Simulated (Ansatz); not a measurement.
V2SiN:
```cif
data_N2Si2V4
_chemical_formula_sum 'V4 Si2 N2'
_space_group_name_H-M_alt 'P63/mmc'
_space_group_IT_number 194
_space_group_name_Hall '-P 6c 2c'
_cell_length_a 2.89278
_cell_length_b 2.89278
_cell_length_c 12.00839
_cell_angle_alpha 90.000
_cell_angle_beta 90.000
_cell_angle_gamma 120.000
loop_
_atom_site_label
_atom_site_type_symbol
_atom_site_symmetry_multiplicity
_atom_site_Wyckoff_symbol
_atom_site_fract_x
_atom_site_fract_y
_atom_site_fract_z
_atom_site_occupancy
V1 V 4 f 0.33333 0.66667 0.08936 1
Si1 Si 2 d 0.66667 0.33333 0.25000 1
N1 N 2 a 0.00000 0.00000 0.00000 1
```

Relaxed at zero pressure with the program Ansatz at the PBEsol level (PAW).

The volume is lowered by 3 % and shape and atoms relax at that volume. What pressure results, and how do the axes share the change?

7.2 GPa; a -1.2 %, b -1.2 %, c -0.6 %; the energy rises by 7 meV/atom.

Give the new structure.


Space group P6₃/mmc (No. 194); a = b = 2.8572 Å, c = 11.9396 Å, α = β = 90.00°, γ = 120.00°

| atom | site | symmetry | x | y | z |
|---|---|---|---|---|---|
| V | 4f | 3m. | 0.3333 | 0.6667 | 0.0904 |
| Si | 2d | -6m2 | 0.6667 | 0.3333 | 0.2500 |
| N | 2a | -3m. | 0.0000 | 0.0000 | 0.0000 |

The phase is kept; no other phase was compared at this pressure.

Space group P6_3/mmc. The start of the workflow was typed in or built on a structure type; neither database checked (COD, Materials Project) lists it. Its standing as an ambient phase is unchecked. The PBEsol relaxation kept the symmetry of its start; whether a distortion lowers the energy is not shown. The workflow began spin-polarised and lost its moments.

Potentials: the later of the program's two PAW sets.
